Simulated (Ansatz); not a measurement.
A plane-wave DFT run in Ansatz 0.2.0 (scalar-relativistic PAW potentials unless the input names others): input and command.

```yaml
crystal:
  lattice:
    - [3.631725497, -2.100414625, 0.0]
    - [3.631725497, 2.100414625, 0.0]
    - [0.0, 0.0, 8.6404998996]
  atoms:
    - { symbol: Br, position: [0.8533464249, 0.1466535751, 0.1188381917] }
    - { symbol: Br, position: [0.6466535751, 0.3533464249, 0.6188381917] }
    - { symbol: Br, position: [0.1466535751, 0.8533464249, 0.8811618083] }
    - { symbol: Br, position: [0.3533464249, 0.6466535751, 0.3811618083] }
basis:
  ecutwfc: 420
kpoints:
  mp_grid: { grid: [8, 8, 4] }
hamiltonian:
  xc: pbe
  dispersion: d3bj
scf:
  occupations: { method: fermi_dirac, width: 0.3 }
  n_extra_bands: 0
  max_iter: 50
output:
  forces: true
  eigenvalues: true
  stress: true
```

```bash
ansatz run input.yaml --threads 1 --pin off --max-ram 2560MiB --backend cpu --events-out ev --progress --plain --runs-dir out
```

What will the program do with this input?

The program refuses it, because of too few bands (scf.n_extra_bands: not typed → 0). Also changed, but not at fault: scf.occupations: {"method": "gaussian", "width": 0.02} → {"method": "fermi_dirac", "width": 0.3}. With the sound run's settings it is accepted.

Abridged log:
```
Error: inconsistent input (scf.n_extra_bands, scf.occupations.method): n_bands = 14 leaves no empty band above the 14 bands per channel that the deck's 28 electrons occupy, and the occupations search for the Fermi level (a smearing at a finite width, or tetrahedra): a level found among occupied bands alone can fill a metal as an insulator; raise scf.n_extra_bands until at least 15 bands are solved (omitted, it auto-derives to 20) (see scf.n_extra_bands in the input reference)
```